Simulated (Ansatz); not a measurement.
GeSe:
```yaml
crystal:
  lattice:
    - [3.68709, 0.00000, 0.00000]
    - [-1.84354, 3.19311, 0.00000]
    - [0.00000, 0.00000, 3.63576]
  atoms:
    - { symbol: Ge, position: [0.00000, 0.00000, 0.00000] }
    - { symbol: Se, position: [0.66667, 0.33333, 0.50000] }
```

This is the PBEsol-relaxed structure.

**Question.** All from DFT-PBEsol in the program Ansatz with PAW potentials, unless another level is named. Estimate the electronic character.

**Answer.** metallic (no gap).

**Question.** And the density of states at the Fermi level?

**Answer.** 0.30 states/eV per atom (mean over ±0.08 eV).

**Question.** Predict the formation energy from the elements (no fitted shifts).

**Answer.** -0.073 eV/atom.

Space group P-6m2. The cell is a constructed one: a structure type filled with these elements; neither database checked (COD, Materials Project) lists it. It is not the phase usual at ambient conditions (space group No. 62). Symmetry was held in the PBEsol relaxation. At this level the phase is dynamically unstable (imaginary phonons). The references are the lowest solids computed at this level, not always the standard phases. Spin–orbit coupling is left out wherever it is not named.

Potentials: the later of the program's two PAW sets.
